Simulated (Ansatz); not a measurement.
BN:
```cif
data_B4N4
_chemical_formula_sum 'N4 B4'
_space_group_name_H-M_alt 'Fm-3m'
_space_group_IT_number 225
_space_group_name_Hall '-F 4 2 3'
_cell_length_a 3.48264
_cell_length_b 3.48264
_cell_length_c 3.48264
_cell_angle_alpha 90.000
_cell_angle_beta 90.000
_cell_angle_gamma 90.000
loop_
_atom_site_label
_atom_site_type_symbol
_atom_site_symmetry_multiplicity
_atom_site_Wyckoff_symbol
_atom_site_fract_x
_atom_site_fract_y
_atom_site_fract_z
_atom_site_occupancy
N1 N 4 a 0.00000 0.00000 0.00000 1
B1 B 4 b 0.50000 0.50000 0.50000 1
```
(The calculation used a cell of 2 atoms; values per cell refer to that cell.)

Relaxed with PBEsol.

Q: Decompose the optical modes at the zone centre into irreducible representations, and say which are infrared and Raman allowed.

A: Point group m-3m: Γ_opt = T1u. Infrared: T1u. Raman: none.

Q: Assign frequencies (DFPT, the program Ansatz at the PBEsol level (PAW); without the LO–TO term).

A: T1u 687i cm⁻¹.

The start of the workflow was typed in or built on a structure type; neither database checked (COD, Materials Project) lists it. It is not the phase usual at ambient conditions (space group No. 186, 194, 216). Symmetry was held in the PBEsol relaxation. At this level the phase is dynamically unstable (imaginary phonons). Its formation energy is positive at this level, so the cell may be metastable or incomplete.

Potentials: the later of the program's two PAW sets.
